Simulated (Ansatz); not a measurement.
AlP:
```yaml
crystal:
  lattice:
    - [-1.76860, 1.77292, 2.50410]
    - [1.76860, -1.77292, 2.50410]
    - [1.76860, 1.77292, -2.50410]
  atoms:
    - { symbol: Al, position: [0.50000, 0.50000, 0.00000] }
    - { symbol: P, position: [0.00000, 0.00000, 0.00000] }
```

Relaxed with PBE+D3(BJ).

Q: Which orbitals make up the states near the Fermi level in PBE+D3(BJ) (plane waves, PAW; program Ansatz)?

A: Within 0.5 eV of the Fermi level: P 3p 66 %, Al 3s 16 %, Al 3p 12 %. Projections are on Löwdin-orthogonalised atomic valence shells; empty p or d shells of many metals are not among them.

Q: Tabulate the density of states.

A: States/eV per cell of 2 atoms, in 0.25 eV bins, energy from the Fermi level.

```
E (eV)  total  P 3p  Al 3p  Al 3s
------  -----  ----  -----  -----
-7.85    0.00  0.00   0.00   0.00
-7.60    0.07  0.05   0.00   0.02
-7.35    0.23  0.15   0.01   0.07
-7.10    0.33  0.21   0.02   0.09
-6.85    0.42  0.26   0.03   0.11
-6.60    0.52  0.31   0.05   0.13
-6.35    0.67  0.39   0.08   0.16
-6.10    1.08  0.61   0.18   0.21
-5.85    1.27  0.72   0.27   0.18
-5.60    0.66  0.37   0.11   0.09
-5.35    0.54  0.31   0.08   0.08
-5.10    0.61  0.35   0.11   0.08
-4.85    0.67  0.38   0.14   0.08
-4.60    0.71  0.41   0.15   0.09
-4.35    0.73  0.42   0.16   0.09
-4.10    0.77  0.45   0.17   0.09
-3.85    0.79  0.47   0.18   0.09
-3.60    0.83  0.50   0.19   0.08
-3.35    0.87  0.53   0.20   0.08
-3.10    0.93  0.58   0.22   0.08
-2.85    1.08  0.69   0.26   0.07
-2.60    1.13  0.74   0.27   0.07
-2.35    1.08  0.72   0.25   0.06
-2.10    1.04  0.71   0.23   0.05
-1.85    1.00  0.71   0.21   0.04
-1.60    0.96  0.70   0.19   0.03
-1.35    0.94  0.70   0.16   0.03
-1.10    0.93  0.70   0.14   0.04
-0.85    0.92  0.71   0.11   0.05
-0.60    0.91  0.72   0.09   0.06
-0.35    0.75  0.57   0.07   0.07
-0.10    0.66  0.47   0.07   0.08
0.15     0.56  0.35   0.07   0.10
0.40     0.24  0.03   0.06   0.12
0.65     0.28  0.04   0.07   0.13
0.90     0.33  0.05   0.09   0.15
1.15     0.38  0.06   0.11   0.16
1.40     0.43  0.06   0.13   0.17
1.65     0.48  0.08   0.16   0.18
1.90     0.56  0.09   0.18   0.20
2.15     0.69  0.11   0.21   0.22
2.40     0.87  0.16   0.27   0.26
2.65     1.16  0.24   0.34   0.34
2.90     0.81  0.13   0.27   0.20
3.15     0.57  0.04   0.24   0.09
3.40     0.61  0.03   0.29   0.06
3.65     0.81  0.03   0.40   0.04
3.90     0.98  0.05   0.49   0.04
4.15     1.28  0.07   0.66   0.04
4.40     1.39  0.10   0.64   0.06
4.65     1.49  0.13   0.59   0.07
```

Space group Fm-3m (rock salt). The start of the workflow was typed in or built on a structure type; neither database checked (COD, Materials Project) lists it. It is not the phase usual at ambient conditions (space group No. 216). Symmetry was held in the PBE+D3(BJ) relaxation; its stability against distortions is not shown here.

Potentials: the earlier of the program's two PAW sets.
